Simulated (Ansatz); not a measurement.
HfS₂ (CdI2 type)

```
CELL_PARAMETERS angstrom
      3.60570     0.00000     0.00000
     -1.80285     3.12263     0.00000
      0.00000     0.00000     5.76763
ATOMIC_POSITIONS crystal
  Hf 0.00000 0.00000 0.00000
  S  0.33333 0.66667 0.25252
  S  0.66667 0.33333 0.74748
```

E(V) scan at fixed shape, V₀ the volume above. The atoms relax within the cell's symmetry.

Calculation: PBE-D3(BJ) (plane waves to 420 eV, PAW, scalar-relativistic; Ansatz, a quantum-chemistry and plane-wave program). k mesh 11×11×6 (Γ-centred), Fermi-Dirac smearing 0.05 eV. E stands for the smeared free energy. Stress and pressure are positive under compression. With the shape held, the modulus is that of even scaling; a crystal free to change shape is softer. HfS2 is run without spin polarisation. HfS2 was relaxed with its symmetry unable to fall. Spin-orbit coupling is left out, though Hf is heavy. ΔE is measured from the relaxed starting cell. The last digit holds for this mesh only.

```json
[
 {"V (Å³/atom)": "18.183", "ΔE (meV/atom)": "108.0"},
 {"V (Å³/atom)": "19.049", "ΔE (meV/atom)": "56.1"},
 {"V (Å³/atom)": "19.915", "ΔE (meV/atom)": "withheld"},
 {"V (Å³/atom)": "20.781", "ΔE (meV/atom)": "5.4"},
 {"V (Å³/atom)": "21.646", "ΔE (meV/atom)": "0.0"},
 {"V (Å³/atom)": "22.512", "ΔE (meV/atom)": "4.7"},
 {"V (Å³/atom)": "23.378", "ΔE (meV/atom)": "17.5"},
 {"V (Å³/atom)": "24.244", "ΔE (meV/atom)": "36.9"},
 {"V (Å³/atom)": "25.110", "ΔE (meV/atom)": "61.8"}
]
```

Problem. Fit a third-order Birch-Murnaghan form (E₀, V₀, B₀, B₀′ free) to the given rows and predict ΔE at V = 19.915.

Solution. Least squares on the 8 given rows: ΔE = E₀ + (9V₀B₀/16)·y²·[2 + (B₀′ − 4)y], y = (V₀/V)^(2/3) − 1, with V₀ = 21.648 Å³/atom, B₀ = 46.21 GPa (160.2 GPa = 1 eV/Å³; the term in eV is multiplied by 1000), B₀′ = 4.18, E₀ = 0.03 meV/atom; root-mean-square residual 0.02 meV/atom. At 19.915 the fit gives 23.1 meV/atom; the calculation gives 23.1 meV/atom, the same to the digits shown. For the pressure the fit gives 4.6 GPa against the computed 4.6 GPa.

(Under strain, the slope of the energy per volume gives the stress and its curvature an elastic modulus.)
